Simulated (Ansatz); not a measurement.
CsBi2:
Space group Fd-3m, origin choice 1 (No. 227); a = b = c = 9.785 Å, α = β = γ = 90.00°

| atom | site | symmetry | x | y | z |
|---|---|---|---|---|---|
| Cs | 8b | -43m | 0.5000 | 0.5000 | 0.5000 |
| Bi | 16c | .-3m | 0.1250 | 0.1250 | 0.1250 |
(The calculation used a cell of 6 atoms; values per cell refer to that cell.)

Relaxed with r²SCAN.

Problem. Which orbitals make up the states near the Fermi level in DFT-r²SCAN in the program Ansatz with PAW potentials?

Solution. Within 0.5 eV of the Fermi level: Bi 6p 89 %, outside the projected shells 5 %. Projections are on Löwdin-orthogonalised atomic valence shells; empty p or d shells of many metals are not among them.

Problem. Tabulate the density of states.

Solution. States/eV per cell of 6 atoms, in 0.25 eV bins, energy from the Fermi level.

```
E (eV)  total  Bi 6p  Cs 6s  Bi 6s
------  -----  -----  -----  -----
-7.85    0.00   0.00   0.00   0.00
-7.60    0.00   0.00   0.00   0.00
-7.35    0.00   0.00   0.00   0.00
-7.10    0.00   0.00   0.00   0.00
-6.85    0.00   0.00   0.00   0.00
-6.60    0.00   0.00   0.00   0.00
-6.35    0.00   0.00   0.00   0.00
-6.10    0.00   0.00   0.00   0.00
-5.85    0.00   0.00   0.00   0.00
-5.60    0.00   0.00   0.00   0.00
-5.35    0.00   0.00   0.00   0.00
-5.10    0.00   0.00   0.00   0.00
-4.85    0.03   0.03   0.00   0.00
-4.60    0.18   0.17   0.00   0.00
-4.35    0.33   0.31   0.00   0.01
-4.10    0.57   0.53   0.00   0.03
-3.85    1.20   1.11   0.02   0.05
-3.60    1.54   1.42   0.02   0.07
-3.35    1.59   1.45   0.03   0.07
-3.10    2.50   2.27   0.10   0.07
-2.85    3.03   2.74   0.14   0.06
-2.60    3.22   2.93   0.10   0.06
-2.35    5.36   4.97   0.09   0.08
-2.10    5.14   4.71   0.11   0.10
-1.85    5.18   4.63   0.16   0.17
-1.60    4.60   4.12   0.11   0.18
-1.35    3.80   3.46   0.05   0.13
-1.10    3.79   3.42   0.05   0.16
-0.85    5.93   5.39   0.04   0.23
-0.60    0.01   0.01   0.00   0.00
-0.35    4.11   3.66   0.02   0.21
-0.10    3.13   2.80   0.01   0.12
0.15     2.48   2.22   0.01   0.09
0.40     2.54   2.27   0.01   0.09
0.65     3.44   3.05   0.02   0.13
0.90     2.73   2.39   0.01   0.11
1.15     2.07   1.81   0.01   0.07
1.40     2.28   2.01   0.01   0.07
1.65     2.13   1.89   0.01   0.06
1.90     1.79   1.60   0.01   0.04
2.15     1.96   1.76   0.01   0.03
2.40     2.52   2.24   0.03   0.03
2.65     3.05   2.57   0.12   0.06
2.90     2.88   1.74   0.31   0.05
3.15     3.89   1.74   0.58   0.03
3.40     7.47   3.55   0.99   0.07
3.65     7.42   3.70   0.59   0.05
3.90     7.81   1.49   1.03   0.10
4.15     6.92   0.66   0.88   0.09
4.40     8.75   0.63   0.79   0.07
4.65     1.73   0.10   0.16   0.01
```

The first step of the workflow began from a Materials Project structure, measured or hypothetical; the Crystallography Open Database copy checked does not list it. Its standing as an ambient phase is unchecked. Symmetry was held in the r²SCAN relaxation; its stability against distortions is not shown here. Scalar-relativistic: spin–orbit coupling is off unless named, which matters more the heavier the elements.

Potentials: the later of the program's two PAW sets.
